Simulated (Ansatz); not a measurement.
Space group Fd-3m:1 (No. 227). a = 7.385 Å, b = 7.385 Å, c = 7.385 Å, α = 90.00°, β = 90.00°, γ = 90.00°
```csv
atom,site,symmetry,x,y,z
Zr,8a,-43m,0.5000,0.0000,0.5000
Ir,16d,.-3m,0.1250,0.6250,0.1250
```

Equation of state of this ZrIr₂ structure (not necessarily the ground state), with shape and atoms relaxed at each volume where symmetry leaves them free. It has no gap at any of these volumes. These are results of Ansatz, DFT r2SCAN, scalar-relativistic, plane waves, PAW, not measurements.

Settings: cutoff 500 eV, Γ-centred mesh 8×8×8 on the computed 6-atom cell, Gaussian smearing of 0.10 eV; no spin polarisation.

| V (Å³/atom) | E − E(largest V) (meV/atom) | P (GPa) |
| --- | --- | --- |
| 15.772 | 10.82 | 18.84 |
| 16.276 | -31.75 | 8.63 |
| 16.779 | -44.82 | 0.00 |
| 17.283 | -32.96 | -7.30 |
| 17.786 | 0.00 | -13.46 |

Task: Fit a third-order Birch–Murnaghan equation to E(V).

Result: V0 = 16.78 Å³/atom, B0 = 264 GPa, B0' = 4.6.

Spin-orbit coupling is left out, which matters for the bands of heavy elements.